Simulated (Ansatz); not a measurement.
# LuBeSi4, before and after

Recipe of this trial structure of LuBeSi4: random cell by space group and Wyckoff sites (P6/mmm, No. 191). Its size is a rough estimate.

POSCAR.start

```
Lu Be Si
1.0
     4.12368    0.00000    0.00000
    -2.06184    3.57121    0.00000
     0.00000    0.00000    7.58654
Lu Be Si
1 1 4
Cartesian
  0.0000 0.0000 3.7933
  0.0000 0.0000 0.0000
  0.0000 0.0000 1.5992
  0.0000 0.0000 5.9873
  0.0000 2.3808 3.7933
  2.0618 1.1904 3.7933
```

Level of theory: Ansatz, DFT PBE, scalar-relativistic, plane waves, PAW. Cutoff 420 eV, Gaussian smearing, Γ-centred meshes. Cell and atoms relax first on a coarse mesh and then on a finer one. In between, the cell is made exact in the group found at 0.06 Å. In metals the finer mesh still leaves noise of several meV/atom or more. The steps can't lower the symmetry of their start. No spin polarisation.

POSCAR.end

```
Lu Be Si
1.0
     4.81551    0.00000    0.00000
    -2.40776    4.17035    0.00000
     0.00000    0.00000    9.52779
Lu Be Si
1 1 4
Direct
  0.00000 0.00000 0.50000
  0.00000 0.00000 0.00000
  0.00000 0.00000 0.22472
  0.00000 0.00000 0.77528
  0.33333 0.66667 0.50000
  0.66667 0.33333 0.50000
```

The symmetry stays P6/mmm (No. 191). The volume per atom grows by 71.3 %, from 18.6 to 31.9 Å³. The shortest distance goes from 1.60 Å (Be–Si) to 2.14 Å (Be–Si). The energy falls by about 1.6 eV/atom (the start's value is from the coarse mesh).

* Volume per atom: 31.89 Å³
* Density: 2.57 g/cm³
* Formation energy: +1.21 eV/atom
* Gap on the 12×12×4 mesh of the 6-atom cell: 0 eV (a metal)

The zero of energy is the elements' standard structures at the same level; no fitted shifts are applied. The separate elements lie lower, so it is unstable against them.

The last run used Gaussian smearing of 0.10 eV. The cell is a metal run without spin; a magnetic state may lie lower. Symmetry constrained the relaxation, so the result can be a saddle point. In all, the 3 runs took 72 s on 1 thread of Intel(R) Xeon(R) 6975P-C (Granite Rapids), with other jobs on the host. Another cell of LuBeSi4 relaxed alike, in P4/mmm, lies 1.26 eV/atom lower, so this cell isn't the stable form at this level.
